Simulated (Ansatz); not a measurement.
Geometry optimisation in Ansatz: input, command and trajectory.

```yaml
crystal:
  lattice:
    - [5.00205592, -2.8851558904, 0.0]
    - [5.00205592, 2.8851558904, 0.0]
    - [0.0, 0.0, 5.3884253529]
  atoms:
    - { symbol: In, position: [0.3252227415, 0.6747772585, 0.9897489534] }
    - { symbol: In, position: [0.6747772585, 0.3252227415, 0.4897489534] }
    - { symbol: Ga, position: [0.0069945022, 0.3338844486, 0.9926402252] }
    - { symbol: Ga, position: [0.6661155514, 0.9930054978, 0.9926402252] }
    - { symbol: Ga, position: [0.9930054978, 0.6661155514, 0.4926402252] }
    - { symbol: Ga, position: [0.3338844486, 0.0069945022, 0.4926402252] }
    - { symbol: "N", position: [0.0264767015, 0.3336441489, 0.3589520517] }
    - { symbol: "N", position: [0.6663558511, 0.9735232985, 0.3589520517] }
    - { symbol: "N", position: [0.9735232985, 0.6663558511, 0.8589520517] }
    - { symbol: "N", position: [0.3336441489, 0.0264767015, 0.8589520517] }
    - { symbol: "N", position: [0.3078788724, 0.6921211276, 0.3950674929] }
    - { symbol: "N", position: [0.6921211276, 0.3078788724, 0.8950674929] }
basis:
  ecutwfc: 420
kpoints:
  mp_grid: { grid: [6, 6, 6] }
hamiltonian:
  xc: pbesol
scf:
  occupations: { method: gaussian, width: 0.02 }
output:
  forces: true
  stress: true
  eigenvalues: true
relax:
  adjacent_minimum: "off"
  f_tol: 0.01
  max_steps: 30
  cell: { stress_tol: 0.1, fix: [volume] }
```

```bash
ansatz run input.yaml --threads 2 --pin off --max-ram 5120MiB --backend cpu --events-out ev --progress --plain --runs-dir out
```

Theory: DFT PBEsol, scalar-relativistic, plane waves, PAW in Ansatz 0.2.0.

The volume is held at 1.03 times that of the relaxed cell.

Of 3 frames 3 are shown, positions in Å and forces in eV/Å; the SCF threshold varies from step to step. Steps run on the plane waves of an earlier cell, with a Pulay correction in the pressure. The basis is chosen afresh for the last frame, the zero of the energies, and at times for earlier ones too; energy and pressure step there, also at an unchanged geometry.

```xyz
12
Lattice="5.0021 -2.8852 0.0000 5.0021 2.8852 0.0000 0.0000 0.0000 5.3884" Properties=species:S:1:pos:R:3:forces:R:3 pbc="T T T" step=1 free_energy_over_end_meV_per_atom=0.01 pressure_GPa=-4.70
In    5.0021    1.0085    5.3332    0.0000   -0.0051    0.0127
In    5.0021   -1.0085    2.6390    0.0000    0.0051    0.0127
Ga    1.7051    0.9431    5.3488   -0.0044    0.0014   -0.0085
Ga    8.2990    0.9431    5.3488    0.0044    0.0014   -0.0085
Ga    8.2990   -0.9431    2.6546    0.0044   -0.0014   -0.0085
Ga    1.7051   -0.9431    2.6546   -0.0044   -0.0014   -0.0085
N     1.8013    0.8862    1.9342   -0.0114    0.0070    0.0127
N     8.2028    0.8862    1.9342    0.0114    0.0070    0.0127
N     8.2028   -0.8862    4.6284    0.0114   -0.0070    0.0127
N     1.8013   -0.8862    4.6284   -0.0114   -0.0070    0.0127
N     5.0021    1.1086    2.1288    0.0000   -0.0064   -0.0209
N     5.0021   -1.1086    4.8230    0.0000    0.0064   -0.0209
12
Lattice="5.0011 -2.8850 0.0000 5.0011 2.8850 0.0000 0.0000 0.0000 5.3896" Properties=species:S:1:pos:R:3:forces:R:3 pbc="T T T" step=2 free_energy_over_end_meV_per_atom=0.00 pressure_GPa=-4.69
In    5.0011    1.0070    5.3350    0.0000    0.0022    0.0062
In    5.0011   -1.0070    2.6402    0.0000   -0.0022    0.0062
Ga    1.7046    0.9427    5.3500   -0.0033    0.0001   -0.0065
Ga    8.2977    0.9427    5.3500    0.0033    0.0001   -0.0065
Ga    8.2977   -0.9427    2.6552    0.0033   -0.0001   -0.0065
Ga    1.7046   -0.9427    2.6552   -0.0033   -0.0001   -0.0065
N     1.8002    0.8870    1.9350   -0.0030    0.0029    0.0066
N     8.2021    0.8870    1.9350    0.0030    0.0029    0.0066
N     8.2021   -0.8870    4.6298    0.0030   -0.0029    0.0066
N     1.8002   -0.8870    4.6298   -0.0030   -0.0029    0.0066
N     5.0011    1.1089    2.1278    0.0000   -0.0029   -0.0064
N     5.0011   -1.1089    4.8226    0.0000    0.0029   -0.0064
12
Lattice="5.0011 -2.8850 0.0000 5.0011 2.8850 0.0000 0.0000 0.0000 5.3896" Properties=species:S:1:pos:R:3:forces:R:3 pbc="T T T" step=3 free_energy_over_end_meV_per_atom=0.00 pressure_GPa=-4.69
In    5.0011    1.0070    5.3350    0.0000    0.0022    0.0062
In    5.0011   -1.0070    2.6402    0.0000   -0.0022    0.0062
Ga    1.7046    0.9427    5.3500   -0.0033    0.0001   -0.0066
Ga    8.2977    0.9427    5.3500    0.0033    0.0001   -0.0066
Ga    8.2977   -0.9427    2.6552    0.0033   -0.0001   -0.0066
Ga    1.7046   -0.9427    2.6552   -0.0033   -0.0001   -0.0066
N     1.8002    0.8870    1.9350   -0.0030    0.0029    0.0066
N     8.2021    0.8870    1.9350    0.0030    0.0029    0.0066
N     8.2021   -0.8870    4.6298    0.0030   -0.0029    0.0066
N     1.8002   -0.8870    4.6298   -0.0030   -0.0029    0.0066
N     5.0011    1.1089    2.1278    0.0000   -0.0029   -0.0064
N     5.0011   -1.1089    4.8226    0.0000    0.0029   -0.0064
```

It took 96 s on 2 threads of Intel(R) Xeon(R) Platinum 8375C CPU @ 2.90GHz (Ice Lake), on a shared host, peak memory 0.76 GiB.